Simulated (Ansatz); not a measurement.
Relaxed AlN (wurtzite):

```yaml
crystal:
  lattice:
    - [3.13030, 0.00000, 0.00000]
    - [-1.56515, 2.71092, 0.00000]
    - [0.00000, 0.00000, 10.03603]
  atoms:
    - { symbol: Al, position: [0.66667, 0.33333, 0.00169] }
    - { symbol: Al, position: [0.66667, 0.33333, 0.50169] }
    - { symbol: Al, position: [0.33333, 0.66667, 0.25169] }
    - { symbol: Al, position: [0.33333, 0.66667, 0.75169] }
    - { symbol: N, position: [0.66667, 0.33333, 0.31091] }
    - { symbol: N, position: [0.66667, 0.33333, 0.81091] }
    - { symbol: N, position: [0.33333, 0.66667, 0.06091] }
    - { symbol: N, position: [0.33333, 0.66667, 0.56091] }
```

The atoms are displaced by Q × the pattern below (from a DFPT mode at A = (0.0, 0.0, 0.5), largest move 1; Q in Å), at fixed cell. It is one choice among 4 degenerate patterns. (q is in reciprocal vectors of the primitive cell; the cell shown is doubled to hold the pattern.)

```json
[
 {"atom": "Al1", "x": "0.000", "y": "1.000", "z": "0.000"},
 {"atom": "Al2", "x": "0.000", "y": "-1.000", "z": "0.000"},
 {"atom": "Al3", "x": "0.000", "y": "0.129", "z": "0.000"},
 {"atom": "Al4", "x": "0.000", "y": "-0.129", "z": "0.000"},
 {"atom": "N5", "x": "0.000", "y": "0.022", "z": "0.000"},
 {"atom": "N6", "x": "0.000", "y": "-0.022", "z": "0.000"},
 {"atom": "N7", "x": "0.000", "y": "0.955", "z": "0.000"},
 {"atom": "N8", "x": "0.000", "y": "-0.955", "z": "0.000"}
]
```

These are PBE (plane waves to 420 eV, PAW, scalar-relativistic; Ansatz, a first-principles code) values and carry that method's errors. k mesh 12×12×4 (Γ-centred), Fermi-Dirac smearing 0.05 eV. E stands for the smeared free energy. AlN was relaxed with its symmetry unable to fall. The zero of ΔE is the undisplaced structure.

The scan covers Q from -0.100 to 0.100 Å in 13 points.

Task: Which space group does the distorted structure have?

Result: Cm (No. 8), lowered from P6_3mc.

Task: What is the energy change at Q = 0.100 Å?

Result: 44.0 meV/cell.

Task: What harmonic wavenumber does the curvature at Q = 0 give?

Result: 173 cm⁻¹.

(For displaced atoms, the force is minus the slope of the energy, and its curvature is a force constant, which sets phonon frequencies.)
